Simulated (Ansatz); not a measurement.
Te (β-Sn type, I4_1/amd) at seven volumes, r²SCAN in the plane-wave PAW code Ansatz, shape and atoms relaxed at each. One row is withheld.

```
V (Å³/atom)  P (GPa)
-----------  -------
29.111             ?
30.071          3.60
31.031          1.63
31.990         -0.02
32.950         -1.43
33.910         -2.53
34.869         -3.50
```

Fit the shown pressures and predict the withheld one.

P = (3/2)B₀(x^(7/2) − x^(5/2))[1 + (3/4)(B′ − 4)(x − 1)] with x = (V₀/V)^(2/3). Least squares on the six rows gives V₀ = 31.972 Å³/atom, B₀ = 50.3 GPa, B′ = 5.10. At V = 29.111, x = 1.0645 and P = 5.99 GPa. The run itself gave 5.98 GPa.

A made-up cell: these elements were put on the sites of a structure type; neither database checked (COD, Materials Project) lists it. It is not the phase usual at ambient conditions (space group No. 152). The r²SCAN relaxation kept the symmetry of its start; of distortions, only those at the zone centre were tested. Scalar-relativistic: spin–orbit coupling is off unless named, which matters more the heavier the elements.

Potentials: the later of the program's two PAW sets.
